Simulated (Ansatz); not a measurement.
A generator proposed this cell of Li3SiN2.

```
CELL_PARAMETERS angstrom
4.21493 0.00000 0.00000
0.00000 4.21493 0.00000
0.00000 0.00000 4.70316
ATOMIC_POSITIONS crystal
Li 0.50000 0.50000 0.50000
Li 0.00000 0.50000 0.50000
Li 0.50000 0.00000 0.50000
Si 0.00000 0.00000 0.00000
N 0.00000 0.00000 0.50000
N 0.50000 0.50000 0.00000
```

The calculation used DFT PBE, scalar-relativistic, plane waves, PAW in Ansatz 0.2.0. Settings: cutoff 420 eV, Γ-centred mesh 4×4×4 on the computed 6-atom cell, Gaussian smearing of 0.10 eV; no spin polarisation.

Energies over the elements count from the elements' standard structures at the same level (N₂ as a molecule), with no fitted energy shifts.

Problem. How far from equilibrium is it?

Solution. The pressure is -15.6 GPa (the mean over three directions, positive in compression), the largest force is 0.00 eV/Å (symmetry fixes the atoms), and the energy is +0.72 eV/atom against the elements. The shortest distance is 2.11 Å.

Problem. How much does it gain on relaxing, and where does it end?

Solution. Relaxing gains about 0.52 eV/atom (the start's value is from the coarse mesh, so the gain is rough) in 16 ionic steps and ends at +0.21 eV/atom on the finer mesh. The symmetry stays P4/mmm (No. 123). The volume per atom shrinks by 23.4 %, from 13.9 to 10.7 Å³. The shortest distance goes from 2.11 Å (Li–N and Li–Li) to 1.78 Å (Li–N and Si–N). The ratio c/a of the conventional cell changes by a factor of 0.75. Conventional cell: a = 4.247 Å, c = 3.550 Å. Li on a site of symmetry 4/mmm has 2 N at 1.78 Å and 4 Li at 2.12 Å; Si is surrounded by 2 N at 1.78 Å; N on its first site has 2 Si at 1.78 Å and 4 Li at 2.12 Å; 2 more sites not described.

The last run used a 10×10×10 mesh for its 6-atom cell and Gaussian smearing of 0.10 eV. An odd number of electrons in the primitive cell allows no gap without spin; a larger cell or a magnetic state could open one. The relaxation can't lower the symmetry of the start. Symmetry constrained the relaxation, so the result can be a saddle point. Another cell of Li3SiN2 relaxed alike, in P4mm, lies 0.49 eV/atom lower, so this cell isn't the stable form at this level.
